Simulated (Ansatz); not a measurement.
TiO$_{2}$ (rutile)

```yaml
crystal:
  lattice:
    - [4.64353, 0.00000, 0.00000]
    - [0.00000, 4.64353, 0.00000]
    - [0.00000, 0.00000, 2.96370]
  atoms:
    - { symbol: Ti, position: [0.00000, 0.00000, 0.00000] }
    - { symbol: Ti, position: [0.50000, 0.50000, 0.50000] }
    - { symbol: O, position: [0.30512, 0.30512, 0.00000] }
    - { symbol: O, position: [0.80512, 0.19488, 0.50000] }
    - { symbol: O, position: [0.19488, 0.80512, 0.50000] }
    - { symbol: O, position: [0.69488, 0.69488, 0.00000] }
```

The relaxed cell is deformed in two ways at once: its volume V is scaled, and at that volume it is stretched along z (the c axis of the conventional cell) so that c/a changes. Fractional atomic positions are held.

All values below come from PBE (plane waves to 420 eV, PAW, scalar-relativistic; Ansatz, an electronic-structure program). k mesh 7×7×11 (Γ-centred), Fermi-Dirac smearing 0.05 eV. E stands for the smeared free energy. Compression counts positive. As the atoms are clamped, bonds stretch with the cell, which overstates energies and stresses. The PAW data are Ansatz's earlier set. TiO2 is run without spin polarisation. TiO2 was relaxed with its symmetry unable to fall. ΔE is measured from the relaxed starting cell.

ΔE (meV/atom), with V/V₀ across and (c/a)/(c/a)₀ down:

```
(c/a)/(c/a)₀ \ V/V₀  0.920  0.960  1.000  1.040  1.080
-------------------  -----  -----  -----  -----  -----
0.960                 78.2   28.7   10.0   16.4   42.9
0.980                 64.2   18.1    2.4   11.4   40.3
1.000                 56.2   13.0    0.0   11.3   42.2
1.020                 53.5   13.0    2.2   15.5   48.1
1.040                 55.7   17.4    8.5   23.4   57.5
```

σzz (GPa), with V/V₀ across and (c/a)/(c/a)₀ down:

| (c/a)/(c/a)₀ \ V/V₀ | 0.920 | 0.960 | 1.000 | 1.040 | 1.080 |
|---|---|---|---|---|---|
| 0.960 | 38.9 | 22.7 | 9.5 | -1.2 | -9.9 |
| 0.980 | 32.7 | 17.1 | 4.5 | -5.7 | -13.9 |
| 1.000 | 27.0 | 12.1 | 0.0 | -9.8 | -17.6 |
| 1.020 | 21.8 | 7.4 | -4.1 | -13.4 | -20.9 |
| 1.040 | 17.1 | 3.3 | -7.8 | -16.7 | -23.9 |

Derived quantities:

```
Quantity                                                                                                                             Value
--------------------------------------------------------------------------------------  --------------------------------------------------
Modulus against c/a change at fixed volume, (3/4V)·∂²E/∂(ln c/a)² (fit, atoms clamped)    130 GPa, an upper bound as the atoms could relax
Lowest place on the grid                                                                 V/V₀ = 1.000, (c/a)/(c/a)₀ = 1.000 (0.0 meV/atom)
Highest place on the grid                                                               V/V₀ = 0.920, (c/a)/(c/a)₀ = 0.960 (78.2 meV/atom)
```

(Under strain, the slope of the energy per volume gives the stress and its curvature an elastic modulus.)
